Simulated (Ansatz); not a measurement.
An Ansatz input:

```yaml
crystal:
  lattice:
    - [-3.2683633404, 3.2655290289, 1.3235339028]
    - [3.2655290289, -3.2683633404, 1.3235339028]
    - [1.6616487507, 1.6616487507, -1.3287249495]
  atoms:
    - { symbol: Pd, position: [0.9999420576, 5.79424e-05, 1.0], spin: 0.5 }
    - { symbol: Pd, position: [0.7500579424, 0.2499420576, 0.5], spin: 0.5 }
hamiltonian:
  xc: lda
  pseudopotentials:
    kind: paw
    azcp:
      Pd: "pseudopotentials/Pd.paw.azcp"
basis:
  ecutwfc: 420
  fft_grid_basis: typed
kpoints:
  mp_grid: { grid: [23, 23, 22], shift: [0, 0, 0] }
magnetization:
  spin_polarized: true
scf:
  occupations: { method: fermi_dirac, width: 0.05 }
```

Output

```
Warning: the record states the generating functional pbe (its physics header spells it `PBE`), which answers neither for hamiltonian.xc's functional nor for the lda family's — results may be inconsistent (PPs are generated against a specific XC)
Engine: ansatz 0.2.0, x86_64-unknown-linux-gnu
Pseudopotentials: kind: paw
Pseudopotential: Pd, paw, valence charge 18, recommended cutoff 420 eV (normal) 
Functional definition: SPW92
  exchange = slater_x
  correlation = pw_c
Crystal: 2 atoms, lattice volume = 28.715 Å³
Basis set: ecut = 420 eV, 569 PW (Γ)
Bands: 23, of which v1, the nominal top of the filled ones, is band 18 counted from 1 (17 counted from 0)
Symmetry: 4 space group operations
Space group: C2/c (ITA 15), of the structure as read, at distance tolerance 3.1e-5 Å
Magnetic group: BNS 15.85 (UNI 92), of the structure as read, at distance tolerance 3.1e-5 Å
k-points: 3048 of 11638
Non-local potential: Pd, projectors of the file, l = 0: 2, l = 1: 2, l = 2: 2, l = 3: 1
PAW form: soft (Blöchl's): semilocal exchange-correlation on the pseudo side does not see the compensation charge
PAW frozen core: Pd, regenerated for the run's functional, and the local potential with it (the file was generated under x = pbe(κ = 0.804, μ = 0.2195149727645171), c = pbe(β = 0.06672455060314922))
PAW one-centre angular grid: Pd, 590 points (default); XC on 64 Gauss nodes
Initial density: superposition of atomic densities (chi_scale 0.1, normalization cell)
Starting moments: Σ|m| = 1 μB on 2 of 2 sites
Initial wavefunctions: pseudopotential atomic-orbital guess
Functional: x = slater, c = lda
SCF iter   1: F=—  HF=-13691.417303 eV  |F-HF|=—  |Δ(HF+E_count)|=         —  Δρ=1.01e-1 (↑1.01e-1 ↓7.45e-2)  dr2=8.38e0  dr2_m=8.69e-2  M=0.507 μB ∫|m|=0.520 μB  β_m=0.30  ethr=3.10e-3  ⟨swp⟩=5.2  Hψ=612459  notcnv=0
spin=Collinear: Kerker preconditioning applied to the charge; magnetization (m = ρ↑ − ρ↓) channel mixes plain (no charge-response kernel on spin).
SCF iter   2: F=—  HF=-13689.832157 eV  |F-HF|=—  |Δ(HF+E_count)|=    1.59e0  Δρ=6.00e-2 (↑6.00e-2 ↓4.31e-2)  dr2=2.83e0  dr2_m=4.79e-2  M=0.480 μB ∫|m|=0.496 μB  β_m=0.30  ethr=3.10e-3  ⟨swp⟩=2.3  Hψ=280518  notcnv=0  defer=2050
spin-set hold released at iteration 2 (site moments show no strong build): the magnetisation degrees of freedom join the quasi-Newton model from the next iteration; the mixer history was kept
SCF iter   3: F=—  HF=-13689.024589 eV  |F-HF|=—  |Δ(HF+E_count)|=   8.08e-1  Δρ=2.10e-2 (↑1.55e-2 ↓2.10e-2)  dr2=1.10e-1  dr2_m=2.38e-2  M=0.474 μB ∫|m|=0.489 μB  β_m=0.30  ethr=3.10e-3  ⟨swp⟩=2.4  Hψ=240926  notcnv=0  defer=2050
SCF iter   4: F=—  HF=-13689.003733 eV  |F-HF|=—  |Δ(HF+E_count)|=   2.09e-2  Δρ=1.14e-2 (↑1.02e-2 ↓1.14e-2)  dr2=9.37e-3  dr2_m=2.69e-2  M=0.489 μB ∫|m|=0.502 μB  β_m=0.65  ethr=3.05e-4  ⟨swp⟩=2.0  Hψ=310479  notcnv=0  defer=2633
SCF iter   5: F=—  HF=-13689.010470 eV  |F-HF|=—  |Δ(HF+E_count)|=   6.74e-3  Δρ=7.17e-3 (↑6.33e-3 ↓7.17e-3)  dr2=9.64e-4  dr2_m=1.16e-2  M=0.400 μB ∫|m|=0.415 μB  β_m=0.82  ethr=2.60e-5  ⟨swp⟩=1.4  Hψ=149789  notcnv=0  defer=2633
SCF iter   6: F=—  HF=-13689.016422 eV  |F-HF|=—  |Δ(HF+E_count)|=   5.95e-3  Δρ=3.05e-3 (↑3.05e-3 ↓2.54e-3)  dr2=1.09e-4  dr2_m=2.03e-3  M=0.218 μB ∫|m|=0.230 μB  β_m=0.91  ethr=2.68e-6  ⟨swp⟩=2.4  Hψ=216670  notcnv=0  defer=2633
SCF iter   7: F=—  HF=-13689.018562 eV  |F-HF|=—  |Δ(HF+E_count)|=   2.14e-3  Δρ=8.16e-4 (↑4.88e-4 ↓8.16e-4)  dr2=8.64e-5  dr2_m=8.97e-5  M=0.045 μB ∫|m|=0.048 μB  β_m=0.96  ethr=3.03e-7  ⟨swp⟩=2.2  Hψ=253933  notcnv=0  defer=2633
SCF iter   8: F=—  HF=-13689.018651 eV  |F-HF|=—  |Δ(HF+E_count)|=   8.83e-5  Δρ=1.35e-4 (↑1.35e-4 ↓1.22e-4)  dr2=1.02e-5  dr2_m=1.15e-6  M=0.003 μB ∫|m|=0.003 μB  β_m=0.98  ethr=2.40e-7  ⟨swp⟩=2.5  Hψ=233591  notcnv=0  defer=2633
SCF iter   9: F=—  HF=-13689.018650 eV  |F-HF|=—  |Δ(HF+E_count)|=   7.64e-7  Δρ=3.66e-5 (↑2.46e-5 ↓3.66e-5)  dr2=6.19e-7  dr2_m=5.38e-8  M=-0.001 μB ∫|m|=0.001 μB  β_m=0.99  ethr=2.82e-8  ⟨swp⟩=1.6  Hψ=166646  notcnv=0  defer=2633
SCF iter  10: F=—  HF=-13689.018650 eV  |F-HF|=—  |Δ(HF+E_count)|=   6.08e-8  Δρ=4.94e-6 (↑4.69e-6 ↓4.94e-6)  dr2=9.55e-9  dr2_m=2.46e-9  M=0.000 μB ∫|m|=0.000 μB  β_m=0.99  ethr=2.78e-10  ⟨swp⟩=2.5  Hψ=287678  notcnv=0
SCF iter  11: F=—  HF=-13689.018650 eV  |F-HF|=—  |Δ(HF+E_count)|=  7.09e-10  Δρ=1.04e-6 (↑6.14e-7 ↓1.04e-6)  dr2=1.62e-10  dr2_m=1.17e-10  M=0.000 μB ∫|m|=0.000 μB  β_m=1.00  ethr=2.65e-11  ⟨swp⟩=2.0  Hψ=275293  notcnv=0
SCF iter  12: F=-13689.018650 eV  HF=-13689.018650 eV  |F-HF|=1.27e-11  |Δ(HF+E_count)|=  1.46e-10  Δρ=1.51e-7 (↑1.10e-7 ↓1.51e-7)  dr2=1.09e-11  dr2_m=5.24e-13  M=0.000 μB ∫|m|=0.000 μB  ethr=1.00e-12  ⟨swp⟩=2.0  Hψ=275116  notcnv=0
SCF 1 converged in 12 iterations: F = -13689.018650 eV  dr2 = 1.09e-11
WARN: the starting moments were not kept: the SCF closed with an absolute magnetisation of 2.4e-6 μB, where they sum to 1 μB in size (2 sites). That is at most 0.1 of that sum. Measured as dr2_m measures the in/out step, that magnetisation stands 2.5e-12 eV from none, at or under the dr2_threshold of 1.0e-7 eV: it is no larger than a step whose dr2_m would equal this threshold. The system may hold no moment; this SCF shows only that its start led to no more than that. To try another start: raise the starting moments (crystal.atoms[].spin, magnetization.per_species, magnetization.initial_magnetization, or on a non-collinear deck that types none of these the spinor_matrix: blocks that start its atoms; where the total moment is fixed, keep their sum and leave initial_magnetization as it is; typed ones take the place of any that the run laid by itself, positive ones on a crystal's lanthanoids without a Hubbard term where scf.initial_density.shell_occupations: [] is typed) or, if the notice of its spin-set hold's release reads "site moments contracting" or "site moments show no strong build", lengthen the hold (scf.mixing.spin_hold: { on: { confirm: 4 } }; for m-r²SCAN on two components see the key's manual first). Each may lead to a state that holds a moment. A second SCF, from the converged charge density, with the starting moments and any scf.initial_density.shell_occupations laid on it anew, would have followed, and was not run: the deck does not ask for one (magnetization.retry_lost_moments is false, the default). To let it run, set magnetization.retry_lost_moments: true and run the deck again, where that key's refused combinations let it; where memory then withholds it, that run's warning says so.
SCF converged after 12 iterations
Magnetization: 0.0000 μB (18.0000 up, 18.0000 down)
Absolute magnetization: 0.0000 μB (∫|ρ↑−ρ↓|, with the PAW one-centre terms)
Spin contamination: 0.0000 ħ² per cell (⟨S²⟩ above its minimum at these occupations)
Per-site moments (μB) at R_I (Å): [(1.222970987603714e-6, 1.0919167216643297), (1.2229709876541255e-6, 1.0919167216643297)]
Free energy (F): -13689.018650 eV
Harris-Foulkes:  -13689.018650 eV  (|F-HF|=1.27e-11)
Internal energy: -13688.986505 eV  (E = F + TS)
E sigma→0 (E₀):  -13689.002577 eV
Entropy (-TS):   -0.032145 eV (-16.072 meV/atom)
Fermi energy:    20.206020 eV
--- Per-component energies (eV) ---
  E_band       = -261.886219
  E_kinetic    = 1028.794030
  E_local      = -3444.672984  (includes V_loc(G=0)·N_el)
  E_nonlocal   = 445.698263
  E_hartree    = 1397.898934
  E_xc         = -336.189961
  E_vxc        = -423.748502  (∫ρ·V_xc dr)
  E_paw        = -7245.564537  (= ΣΔE_a)
  E_vpaw       = -663.755109  (= ΣTr[D̂ρ^β])
  E_aug_tail   = 0.000416  (compensation charges beyond the density's cutoff)
  E_ewald      = -5536.312133
  E_core_change = 1.361468  (= ΣΔE_core)
  E_smearing   = -0.032145  (= −TS)
  E_closure    = 0.000000  (closes the sum)
  Σ components = -13689.018650   (vs F -13689.018650, Δ=0.00e0)
```
